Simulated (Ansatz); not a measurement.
InGa3Sb3As in space group Pmm2 (No. 25; Pearson symbol oP8), PBEsol in the plane-wave PAW code Ansatz, all energies at zero smearing, with the estimated change up to a 700 eV cutoff added, with one set of potentials and settings (totals compare only within such a set). Cell of 8 atoms (1 In, 1 As, 3 Ga, 3 Sb): -40793.655 eV.

| element | reference phase | E (eV/atom) |
|---|---|---|
| In | I4/mmm, 1 atoms in the cell | -5525.4724 |
| As | R-3m, 2 atoms in the cell | -4813.0298 |
| Ga | Cmce, 4 atoms in the cell | -3743.2073 |
| Sb | R-3m, 2 atoms in the cell | -6408.1643 |

Formation energy per atom, worked out: (-40793.655 − 1×(-5525.4724) − 1×(-4813.0298) − 3×(-3743.2073) − 3×(-6408.1643))/8 = -0.130 eV/atom (-13 kJ per mol of atoms), at 0 K, without zero-point energy or fitted corrections.

The start of the workflow was typed in or built on a structure type; neither database checked (COD, Materials Project) lists it. Its standing as an ambient phase is unchecked. Symmetry was held in the PBEsol relaxation; whether a distortion lowers the energy is not shown. The references are the lowest solids computed at this level, not always the standard phases. Scalar-relativistic: spin–orbit coupling is off unless named, which matters more the heavier the elements.

Potentials: the earlier of the program's two PAW sets. The files were generated under PBE; for other functionals the program regenerates the frozen cores, and for LDA and PBEsol the local potential too.
